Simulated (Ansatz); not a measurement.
Relaxed SnO (litharge type, space group P4/nmm):

```
SnO
1.0
    3.83618     0.00000     0.00000
    0.00000     3.83618     0.00000
    0.00000     0.00000     4.75736
Sn O
2 2
Direct
  0.50000   0.00000   0.24343
  0.00000   0.50000   0.75657
  0.00000   0.00000   0.00000
  0.50000   0.50000   0.00000
```

In each cell atom 4 (O, nearest neighbour Sn at 2.241 Å; its periodic images, 3.8 Å or more away, move with it) moves by s·(0.707, 0.707, 0.000) (along Cartesian [110]), the rest being held.

These are PBE-D3(BJ) (plane waves to 420 eV, PAW, scalar-relativistic; Ansatz, a program for electronic structure) values and carry that method's errors. k mesh 10×10×8 (Γ-centred), Fermi-Dirac smearing 0.05 eV. Energies are smeared free energies. With partly filled bands, energies and forces of such displacements shift with the k mesh and the smearing. At this level the bands of SnO touch or barely overlap; measurements give the solid a gap. SnO was relaxed with its symmetry unable to fall. The PAW data are Ansatz's earlier set. The zero of ΔE is the undisplaced structure. The last digit holds for this mesh only.

```json
[
 {"s (Å)": "-0.220", "ΔE (meV/cell)": "190.2"},
 {"s (Å)": "-0.176", "ΔE (meV/cell)": "120.6"},
 {"s (Å)": "-0.132", "ΔE (meV/cell)": "67.3"},
 {"s (Å)": "-0.088", "ΔE (meV/cell)": "29.7"},
 {"s (Å)": "-0.044", "ΔE (meV/cell)": "7.4"},
 {"s (Å)": "0.000", "ΔE (meV/cell)": "0.0"},
 {"s (Å)": "0.044", "ΔE (meV/cell)": "7.4"},
 {"s (Å)": "0.088", "ΔE (meV/cell)": "29.7"},
 {"s (Å)": "0.132", "ΔE (meV/cell)": "67.3"},
 {"s (Å)": "0.176", "ΔE (meV/cell)": "120.6"},
 {"s (Å)": "0.220", "ΔE (meV/cell)": "190.2"}
]
```

### Question
What force constant k = d²E/ds² at s = 0 does the table give?

### Answer
7.6 eV/Å². It is the second difference of the nearest points, corrected with the next pair.

### Question
With k = 7.65 eV/Å² from the forces, is the well harmonic out to s = 0.220 Å?

### Answer
½ks² = 185 meV/cell against the computed 190 meV/cell, so the well is close to harmonic there.

(A displaced cell: forces are minus the slopes of the energy, force constants its curvatures, and phonons follow from these.)
